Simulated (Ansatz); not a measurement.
Level of theory: DFT PBE, scalar-relativistic, plane waves, PAW (Ansatz). Settings: cutoff 420 eV, Γ-centred meshes spaced at most about 0.3 Å⁻¹, and about 0.25 Å⁻¹ or finer for metals (2π included), Gaussian smearing. No spin polarisation in the final relaxations.

Temperature and zero-point effects are left out.

Compare these two cells of In3GaP2, each relaxed at this level.

A. Space group P6/mmm (No. 191), hexagonal, a = 9.177 Å, c = 2.798 Å. In has 2 P at 2.65 Å and 2 In at 2.80 Å; around Ga lie 2 Ga at 2.80 Å; around P lie 3 In at 2.65 Å and 2 P at 2.80 Å.

B. Space group P4/mmm (No. 123), tetragonal, a = 5.456 Å, c = 5.237 Å. In on a site of symmetry 4/mmm is surrounded by 2 P at 2.62 Å; around In on a site of symmetry mmm lie 4 P at 2.73 Å; around Ga lie 2 P at 2.62 Å; P on its first site is surrounded by 6 In at 2.62–2.73 Å; P on its second site has 2 Ga at 2.62 Å and 4 In at 2.73 Å.

Question: Which is lower in energy, and by how much?

Answer: B is lower, by 0.34 eV/atom. A has space group P6/mmm (No. 191), 34.0 Å³/atom and no gap on its mesh; B has space group P4/mmm (No. 123), 26.0 Å³/atom and no gap. Counting P atoms around Ga and In (those within 1.25 times the shortest such distance or 1.15 times the sum of covalent radii; a plus sign parts nearer from farther groups; the shortest distance is added where it is long for a bond; a slash parts the counts of unlike sites), A has In 2, Ga 6+12 from 5.3 Å and B has In 2/4, Ga 2. The denser one is the lower, and pressure would at first widen the difference. Even the lower one lies +0.21 eV/atom against the reference forms of the elements (uncorrected), so neither is stable at this level. Both come from invented guesses. A third cell relaxed alike, in P-4m2, lies 116 meV/atom below the lower of the two.

Cells relaxed within their symmetry can be saddle points.
